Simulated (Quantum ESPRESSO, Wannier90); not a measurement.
## GaSe (R3m): Wannier90 run

Materials Project entry mp-11342; symmetrised, unrelaxed at this level. Not found in the COD (Crystallography Open Database) copy used, which has the formula in other groups; not checked further. Computed values, not measurements, from LDA: Quantum ESPRESSO (norm-conserving PseudoDojo potentials, cutoff 69 Ry, no spin polarisation, no spin-orbit coupling) on a Γ-centred 8×8×8 mesh, then Wannier90. Density: 10×10×10 mesh, cold smearing 0.01 Ry. The cell is built of weakly bound layers, chains or molecules, whose nearest atoms lie 4.52 Å apart. Database cells relaxed without dispersion often hold them too far apart, which can enlarge gaps and weakens couplings between them; spacing and stacking were not compared with the measured crystal. Spin-orbit coupling, left out, would split the p-like bands by a few tenths of an eV.

```
begin unit_cell_cart
ang
   -1.8870900523    3.2685358490    0.0000000000
   -3.7741801046    0.0000000000    0.0000000000
   -1.8870900523    1.0895119497    8.7047000000
end unit_cell_cart
mp_grid = 8 8 8
```

Problem. Which shells of neighbouring k-points and which b-vectors and weights does Wannier90 pick for this cell and mesh?

Solution. 
```
 *---------------------------------- K-MESH ----------------------------------*
 +----------------------------------------------------------------------------+
 |                    Distance to Nearest-Neighbour Shells                    |
 |                    ------------------------------------                    |
 |          Shell             Distance (Ang^-1)          Multiplicity         |
 |          -----             -----------------          ------------         |
 |             1                   0.090227                      2            |
 |             2                   0.180454                      2            |
 |             3                   0.242165                      6            |
 |             4                   0.247705                      6            |
 |             5                   0.268723                      6            |
 |             6                   0.270681                      2            |
 |             7                   0.283466                      6            |
 |             8                   0.319472                      6            |
       ... (lines left out)
 +----------------------------------------------------------------------------+
 | The b-vectors are chosen automatically                                     |
 | The following shells are used:                       1,  3                 |
 +----------------------------------------------------------------------------+
 |                        Shell   # Nearest-Neighbours                        |
 |                        -----   --------------------                        |
 |                          1               2                                 |
 |                          2               6                                 |
 +----------------------------------------------------------------------------+
 | Completeness relation is fully satisfied [Eq. (B1), PRB 56, 12847 (1997)]  |
 +----------------------------------------------------------------------------+
 |                  b_k Vectors (Ang^-1) and Weights (Ang^2)                  |
 |                  ----------------------------------------                  |
 |            No.         b_k(x)      b_k(y)      b_k(z)        w_b           |
 |            ---        --------------------------------     --------        |
 |             1         0.000000    0.000000    0.090227    59.493959        |
 |             2         0.000000    0.000000   -0.090227    59.493959        |
 |             3        -0.208098   -0.120145   -0.030076     5.773052        |
 |             4         0.000000    0.240291   -0.030076     5.773052        |
 |             5        -0.208098    0.120145    0.030076     5.773052        |
 |             6         0.208098    0.120145    0.030076     5.773052        |
 |             7         0.000000   -0.240291    0.030076     5.773052        |
 |             8         0.208098   -0.120145   -0.030076     5.773052        |
```
